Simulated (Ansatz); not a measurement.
Here is the system:

ZrRh:
```xyz
8
Lattice="6.0544 0.0000 0.0000 0.0000 4.4442 0.0000 0.0000 0.0000 5.2466" Properties=species:S:1:pos:R:3 pbc="T T T"
Zr     4.9947     3.3332     4.5075
Zr     1.0596     1.1111     0.7391
Zr     4.0868     1.1111     1.8842
Zr     1.9675     3.3332     3.3624
Rh     2.7430     3.3332     0.8829
Rh     3.3113     1.1111     4.3637
Rh     0.2841     1.1111     3.5062
Rh     5.7702     3.3332     1.7404
```

This is the PBEsol-relaxed structure. x, y and z are the axes in which the lattice vectors are written.

### Question
All from PBEsol (plane waves, PAW; program Ansatz), unless another level is named. Give the Poisson's ratio.

### Answer
0.37.

### Question
Give the highest zone-centre frequency.

### Answer
224 cm⁻¹.

### Question
What about the elastic constants (relaxed ions, GPa)?

### Answer
C11 = 187, C22 = 260, C33 = 244, C12 = 133, C13 = 150, C23 = 158, C44 = 54.1, C55 = 54.5, C66 = 70.6.

Space group Pnma. The workflow started from a Materials Project entry (that database holds measured and hypothetical structures alike); the Crystallography Open Database files this formula in space group No. 62, but the cells were not matched. Whether it is the stable phase at ambient conditions was not checked. Symmetry was held in the PBEsol relaxation; of distortions, only those at the zone centre were tested. The run is not spin-polarised. As this level gives no gap, shear constants depend on the k-mesh and smearing (Fermi–Dirac, 0.1 eV here). As this level gives no gap, phonon frequencies hold no LO–TO term and depend on the k-mesh and smearing (Fermi–Dirac, 0.1 eV here). On the denser mesh and wider smearing of the elastic run this cell carries a stress of 0.3 GPa.

Potentials: the later of the program's two PAW sets.
